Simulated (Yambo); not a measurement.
BaO (NiAs type, space group P6_3/mmc, No. 194), G0W0@LDA in Yambo (6×6×2 mesh, plasmon pole; 7 Ry block, no terminator). The number N of bands in W and G is varied.

```csv
N,x = 1/N,gap H → M (eV),shift of the valence edge (eV)
46,0.02174,3.794,0.052
67,0.01493,3.613,-0.146
94,0.01064,3.544,-0.293
121,0.00826,?,?
```

Basis-set arguments suggest E = E∞ + A x. Fix A and E∞ from the two rows above the withheld one, predict the row at 121 bands, and test the form.

Gap: A = (3.544 − (3.613))/(0.01064 − 0.01493) = 16.1, E∞ = 3.373 eV, so 3.506 eV is predicted; the run gave 3.526 eV (miss 20 meV). The first two rows have slope 26.6, so the form doesn't hold yet over the whole range. Shift: A = (-0.293 − (-0.146))/(0.01064 − 0.01493) = 34.3, E∞ = -0.658 eV, so -0.375 eV is predicted; the run gave -0.389 eV (miss 14 meV). The first two rows have slope 29.1, so the form doesn't hold yet over the whole range. The other settings are held fixed.

Geometry relaxed with LDA; primitive cell a = 3.6998 Å, b = 3.6998 Å, c = 6.4662 Å, α = 90.00°, β = 90.00°, γ = 120.00°.

This is not the ordinary phase of the substance; no match was found in the copy of COD used, and its stability was not checked.

A shift is the quasiparticle energy of the state minus its LDA energy.
